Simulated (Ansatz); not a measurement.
## SrTl2: pressure against volume

A database entry relaxed whole under r2SCAN (P6_3/mmc):

```
Sr Tl
1.0
     5.12646    0.00000    0.00000
    -2.56323    4.43965    0.00000
     0.00000    0.00000    8.32865
Sr Tl
2 4
Direct
  0.00000 0.00000 0.25000
  0.00000 0.00000 0.75000
  0.33333 0.66667 0.45073
  0.66667 0.33333 0.95073
  0.33333 0.66667 0.04927
  0.66667 0.33333 0.54927
```

The cell was scaled uniformly, its shape held, and the atoms relaxed at each volume with plane-wave PAW DFT (Ansatz 0.2.0; r2SCAN, 500 eV, 8×8×4 Γ-centred mesh, fermi-dirac occupations of width 0.100 eV; no spin, no spin-orbit coupling). One row is withheld.

| volume (Å³/atom) | energy over the lowest (meV/atom) | pressure (GPa) |
| --- | --- | --- |
| 29.697 | 12.9 | 2.45 |
| 30.329 | 5.4 | 1.54 |
| 30.961 | ? | ? |
| 31.593 | 0.0 | 0.01 |
| 32.225 | 1.5 | -0.63 |
| 32.857 | 5.3 | -1.19 |
| 33.488 | 11.2 | -1.69 |

**Question.** Fit the pressures of the other rows to the third-order Birch-Murnaghan form.

**Answer.** With f = [(V₀/V)^(2/3) − 1]/2 and P = 3B₀f(1 + 2f)^(5/2)[1 + 3(B₀′ − 4)f/2], least squares gives V₀ = 31.60 Å³ an atom, B₀ = 33.7 GPa and B₀′ = 5.1; the rows miss the fit by less than 0.01 GPa. The slope of the energies differs from these pressures by 0.07 GPa, since they are taken to zero smearing while pressures follow the free energy.

**Question.** What does the withheld row hold?

**Answer.** The fit gives 0.73 GPa at 30.961 Å³; the run gave 0.73 GPa and 1.2 meV an atom.

Caveats: the shape of the cell was held, so B₀ is an upper bound where the axes differ in stiffness; 0 K, fixed nuclei; the symmetry was kept, and this need not be the phase that is stable at 0 K; one mesh for all volumes; pressure is positive in compression.
